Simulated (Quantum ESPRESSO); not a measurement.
# One change at a time to NbPd2RuW2Zr2

All numbers below are calculated, not measured. They come from Quantum ESPRESSO 7.5, a public plane-wave density functional program. Each row is one single-point run on a made-up periodic cell of eight metal atoms, with elements, volume, strain and displacements drawn at random and not relaxed, so a cell may be unstable or far from any real phase. There is no spin polarisation or spin-orbit coupling.

Settings: PBE unless stated; PseudoDojo standard norm-conserving files; Fermi-Dirac width 0.25 eV, which means electrons at about 2900 K; cutoff 1143 eV; 6 x 5 x 4 k mesh shifted half a step off Gamma. E is the free energy of the whole cell (internal energy minus TS), so a -TS column is already part of it. Stress is positive in tension, and the pressure P is minus a third of its trace.

Checks: one run of this series was repeated at a higher cutoff and on a denser mesh, which moved values by no more than 0.005 eV, 0.03 GPa and 0.006 eV/Å, and a second program with other atomic files agreed on it to 2 % rms in force and 0.5 GPa in pressure. Known limits: heavy elements are run without spin-orbit coupling, which real alloys of them have; a spin test at this wide smearing found no moment, but such smearing suppresses magnetism that the real alloy may have.

The lattice is face-centred cubic, and the cell vectors in Å are (-4.156, 0.000, 0.000); (0.000, -4.156, 4.156); (0.000, 6.233, 2.078), a volume of 143.53 Å³ in run 1. The elements on sites 1 to 8 are Zr W Pd Pd Nb W Ru Zr. Each later run makes one change to run 1 and keeps the rest. E is counted from run 1, and is n/a where other atomic files have another zero of energy.

| run | change | V (Å³) | P (GPa) | -TS (eV) | rms force (eV/Å) | largest change of a force component (eV/Å) | E (eV) |
|---|---|---|---|---|---|---|---|
| 1 | none | 143.53 | -5.89 | -1.767 | 0.845 | 0.000 | 0.000 |
| 2 | sites 5 and 7 exchanged | 143.53 | -6.16 | -1.786 | 0.946 | 1.422 | 0.078 |
| 3 | all lengths scaled by +0.65 % | 146.34 | -8.75 | -1.807 | 0.805 | 0.140 | ? |
| 4 | LDA in place of PBE | 143.53 | -16.53 | -1.778 | 0.829 | 0.094 | n/a |
| 5 | Hf on site 6 | 143.53 | 0.93 | -1.684 | 0.956 | 1.220 | n/a |
| 6 | site 6 moved by -0.23 Å along x | 143.53 | -5.14 | -1.762 | 0.882 | 1.289 | 0.102 |

## Worked estimate

Along a uniform scaling dE = -P dV. The mean of the two pressures is -7.320 GPa and the volume changes by 2.81 Å³, with 160.2 GPa to one eV/Å³. The same two rows give -V dP/dV = 148 GPa for this cell with clamped atoms, which is not the bulk modulus of a real alloy.

## Withheld value

Question: what E should run 3 give?

The estimate is 0.128 eV. The calculation gave 0.129 eV.
